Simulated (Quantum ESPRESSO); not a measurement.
Empty bands for a GW run on ScTaPb2O6 (space group Fm-3m, No. 225): 220 bands on a 2×2×2 mesh, LDA, PseudoDojo standard norm-conserving files, scalar-relativistic, Quantum ESPRESSO. The input, in which only the diagonalization keyword changes:

```
&CONTROL
  calculation = 'nscf'
  pseudo_dir = './pseudo'
  outdir = './out'
/
&SYSTEM
  ibrav = 0
  nat = 10
  ntyp = 4
  ecutwfc = 84.0
  ecutrho = 336.0
  occupations = 'fixed'
  force_symmorphic = .true.
  nbnd = 220
/
&ELECTRONS
  conv_thr = 1e-08
  diago_full_acc = .true.
  diago_thr_init = 1e-08
  diagonalization = 'david'
/
ATOMIC_SPECIES
O 15.9990 O.upf
Sc 44.9559 Sc.upf
Ta 180.9479 Ta.upf
Pb 207.2000 Pb.upf
CELL_PARAMETERS angstrom
  0.000000000000   4.105255000000   4.105255000000
  4.105255000000   0.000000000000   4.105255000000
  4.105255000000   4.105255000000   0.000000000000
ATOMIC_POSITIONS crystal
O   0.256180000000   0.256180000000   0.743820000000
O   0.743820000000   0.743820000000   0.256180000000
O   0.743820000000   0.256180000000   0.256180000000
O   0.256180000000   0.743820000000   0.743820000000
O   0.256180000000   0.743820000000   0.256180000000
O   0.743820000000   0.256180000000   0.743820000000
Sc   0.000000000000   0.000000000000   0.000000000000
Ta   0.500000000000   0.500000000000   0.500000000000
Pb   0.250000000000   0.250000000000   0.250000000000
Pb   0.750000000000   0.750000000000   0.750000000000
K_POINTS automatic
2 2 2 0 0 0
```

| diagonalization | mean iterations per k point | rough time | largest change of an eigenvalue (eV) |
|---|---|---|---|
| david | 27 | 1 | – |
| cg | 44 | about 6× | 4e-07 |
| paro | 19 | within a factor of two | 4e-07 |

An iteration means different work in each solver, so the counts don't rank them. Times are rough ratios from shared machines.

Spin-orbit coupling is not included.

Geometry of the Materials Project entry, not relaxed at this level.
